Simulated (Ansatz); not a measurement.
A generated cell, not matched to a known phase here, of ScB4Os3: Pm-3m (No. 221), cP8; a = 4.4419 Å, b = 4.4419 Å, c = 4.4419 Å, α = 90.00°, β = 90.00°, γ = 90.00°; B 1a (0.000, 0.000, 0.000); B 3c (0.000, 0.500, 0.500); Os 3d (0.000, 0.000, 0.500); Sc 1b (0.500, 0.500, 0.500). Calculation: r2SCAN (plane waves to 500 eV, PAW, scalar-relativistic; Ansatz, an electronic-structure program). Element references, the lowest calculated here: Sc (P6₃/mmc), Os (P6₃/mmc), B (R-3m).

Total energies (eV/atom, σ → 0; comparable only within this code, potentials and settings):

| phase | E (eV/atom) |
|---|---|
| ScB4Os3 (Pm-3m) | -4619.729 |
| Sc (P6₃/mmc) | -2140.571 |
| Os (P6₃/mmc) | -11397.634 |
| B (R-3m) | -156.554 |
| ScB2Os (Pnma) | -3463.576 |

Question: What is the formation energy of this Pm-3m form of ScB4Os3 from the elements?

Answer: E_f = -4619.729 − [1 × (-2140.571) + 4 × (-156.554) + 3 × (-11397.634)] / 8 = 0.23 eV/atom (1.9 eV per formula unit).

Question: How does this cell stand against the other phases calculated?

Answer: It lies 0.61 eV/atom above their hull: ScB4Os3 → 2 B + ScB2Os + 2 Os (ScB2Os Pnma, B R-3m, Os P6₃/mmc) releases that much. A lower structure of this composition may exist.

This is the hull of the energies calculated here, no anion corrections; phases that were not calculated are missing from it. Values are rounded to 0.01 eV/atom. Not shown to be the ambient phase of their composition (a lower form may be missing, and a cell relaxed within its start's symmetry can be a saddle point): ScB4Os3 (Pm-3m). Spin-orbit coupling is missing from these energies, which matters for elements this heavy. The compounds carry no spin polarisation.
